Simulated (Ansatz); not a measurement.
GaSb:
Space group F-43m (No. 216); a = b = c = 6.1314 Å, α = β = γ = 90.00°

```json
[
 {"atom": "Sb", "site": "4c", "symmetry": "-43m", "x": "0.2500", "y": "0.2500", "z": "0.2500"},
 {"atom": "Ga", "site": "4a", "symmetry": "-43m", "x": "0.0000", "y": "0.0000", "z": "0.0000"}
]
```
(The calculation used a cell of 2 atoms; values per cell refer to that cell.)

Relaxed with r²SCAN.

Question: Which orbitals make up the states near the band edges in r²SCAN (plane waves, PAW; program Ansatz)?

Answer: Top 1 eV of the valence band: Sb 5p 69 %, Ga 4p 28 %. Bottom 1 eV of the conduction band: Ga 4s 30 %, Sb 5p 29 %, Ga 4p 20 %, Sb 5s 15 %, outside the projected shells 5 %. Projections are on Löwdin-orthogonalised atomic valence shells; empty p or d shells of many metals are not among them.

Question: Tabulate the density of states.

Answer: States/eV per cell of 2 atoms, in 0.25 eV bins, energy from the valence-band maximum.

| E (eV) | total | Sb 5p | Ga 4p | Ga 4s |
|---|---|---|---|---|
| -7.85 | 0.00 | 0.00 | 0.00 | 0.00 |
| -7.60 | 0.00 | 0.00 | 0.00 | 0.00 |
| -7.35 | 0.00 | 0.00 | 0.00 | 0.00 |
| -7.10 | 0.00 | 0.00 | 0.00 | 0.00 |
| -6.85 | 0.75 | 0.30 | 0.01 | 0.42 |
| -6.60 | 1.36 | 0.52 | 0.08 | 0.68 |
| -6.35 | 1.59 | 0.61 | 0.19 | 0.65 |
| -6.10 | 0.83 | 0.31 | 0.10 | 0.32 |
| -5.85 | 0.62 | 0.23 | 0.07 | 0.23 |
| -5.60 | 0.48 | 0.18 | 0.06 | 0.17 |
| -5.35 | 0.40 | 0.15 | 0.05 | 0.14 |
| -5.10 | 0.33 | 0.12 | 0.04 | 0.11 |
| -4.85 | 0.27 | 0.10 | 0.03 | 0.09 |
| -4.60 | 0.24 | 0.09 | 0.03 | 0.07 |
| -4.35 | 0.20 | 0.08 | 0.03 | 0.06 |
| -4.10 | 0.17 | 0.06 | 0.02 | 0.05 |
| -3.85 | 0.18 | 0.07 | 0.03 | 0.04 |
| -3.60 | 1.27 | 0.69 | 0.49 | 0.05 |
| -3.35 | 1.33 | 0.73 | 0.50 | 0.06 |
| -3.10 | 1.16 | 0.63 | 0.43 | 0.05 |
| -2.85 | 1.34 | 0.74 | 0.50 | 0.05 |
| -2.60 | 1.75 | 1.00 | 0.65 | 0.05 |
| -2.35 | 1.67 | 0.97 | 0.61 | 0.04 |
| -2.10 | 1.57 | 0.93 | 0.56 | 0.04 |
| -1.85 | 1.51 | 0.92 | 0.53 | 0.03 |
| -1.60 | 1.44 | 0.90 | 0.48 | 0.02 |
| -1.35 | 1.37 | 0.88 | 0.45 | 0.02 |
| -1.10 | 0.93 | 0.61 | 0.29 | 0.01 |
| -0.85 | 0.59 | 0.40 | 0.17 | 0.01 |
| -0.60 | 0.40 | 0.28 | 0.11 | 0.00 |
| -0.35 | 0.22 | 0.16 | 0.05 | 0.00 |
| -0.10 | 0.07 | 0.05 | 0.01 | 0.00 |
| 0.15 | 0.00 | 0.00 | 0.00 | 0.00 |
| 0.40 | 0.00 | 0.00 | 0.00 | 0.00 |
| 0.65 | 0.00 | 0.00 | 0.00 | 0.00 |
| 0.90 | 0.05 | 0.01 | 0.01 | 0.02 |
| 1.15 | 0.23 | 0.06 | 0.05 | 0.07 |
| 1.40 | 0.66 | 0.21 | 0.14 | 0.18 |
| 1.65 | 1.12 | 0.37 | 0.26 | 0.28 |
| 1.90 | 1.84 | 0.64 | 0.46 | 0.42 |
| 2.15 | 2.00 | 0.69 | 0.52 | 0.44 |
| 2.40 | 1.22 | 0.41 | 0.33 | 0.25 |
| 2.65 | 0.79 | 0.26 | 0.21 | 0.15 |
| 2.90 | 0.85 | 0.22 | 0.32 | 0.11 |
| 3.15 | 1.17 | 0.25 | 0.54 | 0.11 |
| 3.40 | 1.01 | 0.20 | 0.55 | 0.06 |
| 3.65 | 1.12 | 0.25 | 0.62 | 0.05 |
| 3.90 | 2.22 | 0.54 | 1.18 | 0.07 |
| 4.15 | 1.44 | 0.37 | 0.73 | 0.06 |
| 4.40 | 1.27 | 0.35 | 0.62 | 0.06 |
| 4.65 | 1.15 | 0.32 | 0.55 | 0.04 |
| 4.90 | 1.77 | 0.47 | 0.75 | 0.05 |
| 5.15 | 1.52 | 0.40 | 0.62 | 0.05 |

The cell was relaxed with r²SCAN under the symmetry of its start. Scalar-relativistic: spin–orbit coupling is off unless named, which matters more the heavier the elements.

Potentials: the later of the program's two PAW sets.
